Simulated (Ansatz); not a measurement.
A geometry of Cs2P3 away from equilibrium: step 4 of the relaxation of a relaxed Cs2P3 cell shaken by Gaussian noise of σ = 0.08 Å a coordinate. All values below come from PBE (plane waves to 420 eV, PAW, scalar-relativistic; Ansatz, an electronic-structure program). Γ-centred k-mesh 3×3×6 on the run's cell (coarser than for final values), Fermi–Dirac smearing 0.05 eV.

```yaml
crystal:
  lattice:
    - [10.11858, -0.00394, -0.00940]
    - [-0.00394, 10.10260, 0.01829]
    - [-0.00357, 0.00693, 3.82773]
  atoms:
    - { symbol: P, position: [0.49180, 0.49219, 0.08466] }
    - { symbol: P, position: [0.98712, 0.99411, 0.14653] }
    - { symbol: P, position: [0.56559, 0.06891, 0.46860] }
    - { symbol: P, position: [0.06492, 0.43006, 0.47118] }
    - { symbol: P, position: [0.92844, 0.56785, 0.46103] }
    - { symbol: P, position: [0.42864, 0.93231, 0.47088] }
    - { symbol: Cs, position: [0.77949, 0.28038, 0.96254] }
    - { symbol: Cs, position: [0.27208, 0.21055, 0.97241] }
    - { symbol: Cs, position: [0.71069, 0.77679, 0.96656] }
    - { symbol: Cs, position: [0.21332, 0.71864, 0.96621] }
```

Task: Give the Cartesian forces on all atoms (eV/Å).

Result: 
| atom | Fx | Fy | Fz |
|---|---|---|---|
| P1 | -0.02 | -0.02 | 0.12 |
| P2 | 0.00 | -0.02 | 0.21 |
| P3 | 0.18 | 0.18 | -0.03 |
| P4 | 0.07 | -0.03 | -0.05 |
| P5 | -0.05 | 0.05 | 0.00 |
| P6 | -0.15 | -0.18 | -0.03 |
| Cs7 | 0.01 | -0.01 | -0.05 |
| Cs8 | -0.01 | 0.00 | -0.06 |
| Cs9 | 0.01 | 0.02 | -0.06 |
| Cs10 | -0.02 | 0.00 | -0.05 |

Task: What is the pressure?

Result: 0.0 GPa, compression positive.

No spin polarisation in the result.

The end of the path is a generated cell of Cs2P3: the first start was made by placing the elements on the sites of a structure type, and the end was not matched to a known phase here, so it may be hypothetical.
